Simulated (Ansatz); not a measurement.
With plane-wave PAW r²SCAN (Ansatz code), PbS in the NiAs type structure (P6_3/mmc) relaxes to a = 4.124 Å, c = 7.333 Å. Pb has 6 nearest neighbours from 3.00 Å (octahedral); S has 6 nearest neighbours from 3.00 Å (trigonal prismatic). Its formation energy from the elements is -0.60 eV/atom, with no fitted shifts.

The Kohn–Sham gap is 0.25 eV (smallest direct gap 0.25 eV). The valence maximum lies at Γ and the conduction minimum at M (3 equivalent valleys). The screened hybrid HSE06 puts the gap at 0.33 eV. Gap from r²SCAN with spin–orbit coupling: none (metallic). Electrons at the band edge weigh 0.14, 0.16, 0.79 mₑ (principal values). The hole mass is 0.039, 0.20, 0.20 mₑ (principal values).

The bulk modulus is 55.1 GPa. The relaxed-ion elastic constants in GPa are C11 = 77.6, C12 = 38.4, C13 = 42.4, C33 = 115, C44 = 37.3. The elastic constants imply a Debye temperature near 214 K. Bader charges are Pb +1.05, S -1.05 e.

The start of the workflow was typed in or built on a structure type; neither database checked (COD, Materials Project) lists it. It is not the phase usual at ambient conditions (space group No. 225). Symmetry was held in the r²SCAN relaxation; its stability against distortions is not shown here. The references are the lowest solids computed at this level, not always the standard phases. Spin–orbit coupling is left out wherever it is not named.

Potentials: the earlier of the program's two PAW sets.
